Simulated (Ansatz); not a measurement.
YPd3 (Cu3Au type, Pm-3m) at seven volumes, the program Ansatz at the r²SCAN level (PAW), scaled uniformly. One row is withheld.

| V (Å³/atom) | P (GPa) |
|---|---|
| 15.622 | 16.25 |
| 16.137 | ? |
| 16.652 | 4.49 |
| 17.167 | 0.00 |
| 17.682 | -3.77 |
| 18.197 | -6.93 |
| 18.712 | -9.59 |

**Question.** Fit the shown pressures and predict the withheld one.

**Answer.** Third-order Birch–Murnaghan: P = (3/2)B₀(x^(7/2) − x^(5/2))[1 + (3/4)(B′ − 4)(x − 1)] with x = (V₀/V)^(2/3). Least squares on the six rows gives V₀ = 17.167 Å³/atom, B₀ = 137.0 GPa, B′ = 4.85. At V = 16.137, x = 1.0421 and P = 9.85 GPa. The run itself gave 9.85 GPa.

The workflow started from an entry of the Crystallography Open Database (COD). Its standing as an ambient phase is unchecked. The cell was relaxed with r²SCAN under the symmetry of its start; whether a distortion lowers the energy is not shown. No spin polarisation was allowed.

Potentials: the later of the program's two PAW sets.
